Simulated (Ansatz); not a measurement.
GaAs (zinc blende, F-43m), a = b = c = 5.6653 Å, α = β = γ = 90.00°; the cell used has 2 atoms.

Relaxed with r²SCAN.

Problem. Tabulate the valence density and the electron localisation function along the shortest Ga–As contact (2.45 Å), r²SCAN (plane waves, PAW; program Ansatz).

Solution. 

```csv
distance from Ga (Å),density (e/Å³),ELF
0.25,26.65,0.01
0.37,12.38,0.02
0.49,4.75,0.07
0.61,1.83,0.14
0.74,0.90,0.23
0.86,0.60,0.30
0.98,0.50,0.40
1.10,0.48,0.59
1.23,0.50,0.75
1.35,0.56,0.81
1.47,0.66,0.79
1.59,0.78,0.74
1.72,1.07,0.65
1.84,2.23,0.49
1.96,5.94,0.28
2.09,14.29,0.12
2.21,27.37,0.07
```

The density is the valence pseudo-density with augmentation charge, so density and ELF within about 1 Å of a nucleus are not all-electron values.

Symmetry was held in the r²SCAN relaxation.

Potentials: the earlier of the program's two PAW sets.
